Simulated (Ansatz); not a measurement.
Space group Pm-3m (No. 221). a = 3.521 Å, b = 3.521 Å, c = 3.521 Å, α = 90.00°, β = 90.00°, γ = 90.00°
```tsv
atom	site	symmetry	x	y	z
Y	1a	m-3m	0.0000	0.0000	0.0000
Zn	1b	m-3m	0.5000	0.5000	0.5000
```

Equation of state of this YZn structure (not necessarily the ground state), with shape and atoms relaxed at each volume where symmetry leaves them free. It has no gap at any of these volumes. All numbers below come from DFT PBEsol, scalar-relativistic, plane waves, PAW in Ansatz.

Cutoff 420 eV; k points 12×12×12 on the computed 2-atom cell (Γ-centred); Gaussian smearing, width 0.10 eV; no spin polarisation.

```
V (Å³/atom) E − E(largest V) (meV/atom) P (GPa)
     19.213                        39.51    10.79
     19.868                         2.50     7.45
     20.523                       -21.88     4.58
     21.178                       -35.35     2.10
     21.833                       -39.40    -0.05
     22.487                       -35.28    -1.90
     23.142                       -24.11    -3.49
     24.016                         0.00    -5.27
```

**Question.** Fit a third-order Birch–Murnaghan equation to E(V).

**Answer.** V0 = 21.81 Å³/atom, B0 = 66 GPa, B0' = 3.9.

Cost: 8 runs of about 0.47 core-minutes in all, on Arm Neoverse V2 (shared hosts).